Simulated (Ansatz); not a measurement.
## CsSnI3 (cubic perovskite), energy against volume

CsSnI3 (cubic perovskite)

```cif
data_CsI3Sn
_chemical_formula_sum 'Cs1 Sn1 I3'
_space_group_name_H-M_alt 'Pm-3m'
_space_group_IT_number 221
_space_group_name_Hall '-P 4 2 3'
_cell_length_a 6.27122
_cell_length_b 6.27122
_cell_length_c 6.27122
_cell_angle_alpha 90.000
_cell_angle_beta 90.000
_cell_angle_gamma 90.000
loop_
_atom_site_label
_atom_site_type_symbol
_atom_site_symmetry_multiplicity
_atom_site_Wyckoff_symbol
_atom_site_fract_x
_atom_site_fract_y
_atom_site_fract_z
_atom_site_occupancy
Cs1 Cs 1 a 0.00000 0.00000 0.00000 1
Sn1 Sn 1 b 0.50000 0.50000 0.50000 1
I1 I 3 c 0.00000 0.50000 0.50000 1
```

Equation-of-state scan: isotropic scaling of the cell above, V₀ being its volume. Symmetry pins the atoms to their sites.

Calculation: PBE (plane waves to 420 eV, PAW, scalar-relativistic; Ansatz, a program for electronic structure). k mesh 6×6×6 (Γ-centred), Fermi-Dirac smearing 0.05 eV. E stands for the smeared free energy. Stress and pressure are positive under compression. On this mesh the relaxed cell isn't quite at rest: it carries a pressure of 0.1 GPa (compression positive) at the zero of the scan. CsSnI3 was relaxed with its symmetry unable to fall. Spin-orbit coupling is left out, though I is heavy. The PAW data are Ansatz's earlier set. This is a high-temperature form of CsSnI3. ΔE is measured from the relaxed starting cell.

```json
[
 {"V (Å³/cell)": "231.84", "ΔE (kJ/mol of atoms)": "1.15", "P (GPa)": "1.24"},
 {"V (Å³/cell)": "234.80", "ΔE (kJ/mol of atoms)": "0.75", "P (GPa)": "0.98"},
 {"V (Å³/cell)": "237.76", "ΔE (kJ/mol of atoms)": "0.44", "P (GPa)": "0.74"},
 {"V (Å³/cell)": "240.72", "ΔE (kJ/mol of atoms)": "0.22", "P (GPa)": "0.52"},
 {"V (Å³/cell)": "243.68", "ΔE (kJ/mol of atoms)": "0.07", "P (GPa)": "0.31"},
 {"V (Å³/cell)": "246.64", "ΔE (kJ/mol of atoms)": "0.00", "P (GPa)": "0.11"},
 {"V (Å³/cell)": "249.60", "ΔE (kJ/mol of atoms)": "-0.01", "P (GPa)": "-0.08"},
 {"V (Å³/cell)": "252.56", "ΔE (kJ/mol of atoms)": "0.05", "P (GPa)": "-0.25"},
 {"V (Å³/cell)": "255.51", "ΔE (kJ/mol of atoms)": "0.17", "P (GPa)": "-0.41"},
 {"V (Å³/cell)": "258.47", "ΔE (kJ/mol of atoms)": "0.35", "P (GPa)": "-0.56"},
 {"V (Å³/cell)": "261.43", "ΔE (kJ/mol of atoms)": "0.57", "P (GPa)": "-0.70"}
]
```

What the scan shows:

```
Property                                                  Result
-------------------------------------------------  -------------
Pressure at the smallest volume                         1.24 GPa
Energy cost of the largest compression             11.9 meV/atom
Energy cost of the largest expansion                5.9 meV/atom
Bulk modulus B₀ (third-order Birch-Murnaghan fit)       15.4 GPa
Pressure derivative B₀′ (fit)                                4.5
Equilibrium volume of the fit                      49.67 Å³/atom
Pressure for 5 % compression (fit)                       0.9 GPa
```

The 11 points together took very roughly 90 core-seconds.

(Under strain, the slope of the energy per volume gives the stress and its curvature an elastic modulus.)
